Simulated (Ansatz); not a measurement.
SrTiO3:
```
SrTiO3
1.0
   -2.74391     2.74391     3.90462
    2.74391    -2.74391     3.90462
    2.74391     2.74391    -3.90462
Sr Ti O
2 2 6
Cartesian
  0.00000   2.74391   1.95231
  2.74391   0.00000   1.95231
  0.00000   0.00000   0.00000
  0.00000   0.00000   3.90462
 -1.23672   1.50719   3.90462
  3.98064   1.23672   0.00000
  1.23672   1.50719   0.00000
  1.50719   1.23672   3.90462
  0.00000   0.00000   5.85693
  0.00000   0.00000   1.95231
```

Relaxed with PBEsol. Special points in fractions of this cell's reciprocal vectors: Γ (0.000, 0.000, 0.000); X (0.000, 0.000, 0.500); P (0.250, 0.250, 0.250); N (0.000, 0.500, 0.000); M (0.500, 0.500, -0.500); S (0.373, 0.627, -0.373); S0 (-0.373, 0.373, 0.373); R (-0.247, 0.247, 0.500); G (0.500, 0.500, -0.247).

List the band energies nearest the valence-band maximum at these points for PBEsol (plane waves, PAW; program Ansatz).

In eV from the valence-band maximum; about four levels below and three above (degenerate sets whole), none deeper than 8.9 eV; points with the same levels are listed once.

```csv
k,below,above
Γ,-0.26 -0.26 -0.26 -0.15 -0.01 -0.01,1.97 1.97 1.99
X,-1.39 -0.66 -0.65 -0.04,2.11 3.83 3.85
P,-1.24 -1.24 -0.60 -0.60,3.08 3.08 3.86 3.86
N,-0.74 -0.74 -0.58 -0.58,3.46 3.46 3.50 3.50
M,-1.46 -1.46 -0.60 -0.60 -0.07,2.15 3.79 3.79
S,-1.34 -1.18 -0.88 -0.25,2.71 3.59 3.65
R,-1.25 -1.22 -0.57 -0.56,3.06 3.13 3.83
```

Space group I4/mcm. The first step of the workflow began from a Materials Project structure, measured or hypothetical; the Crystallography Open Database files this formula in space group No. 140, but the cells were not matched. It is not the phase usual at ambient conditions (space group No. 221). Symmetry was held in the PBEsol relaxation. At this level the phase is dynamically unstable (imaginary phonons). No spin polarisation was allowed. Spin–orbit coupling is left out wherever it is not named.

Potentials: the earlier of the program's two PAW sets. The files were generated under PBE; for other functionals the program regenerates the frozen cores, and for LDA and PBEsol the local potential too.
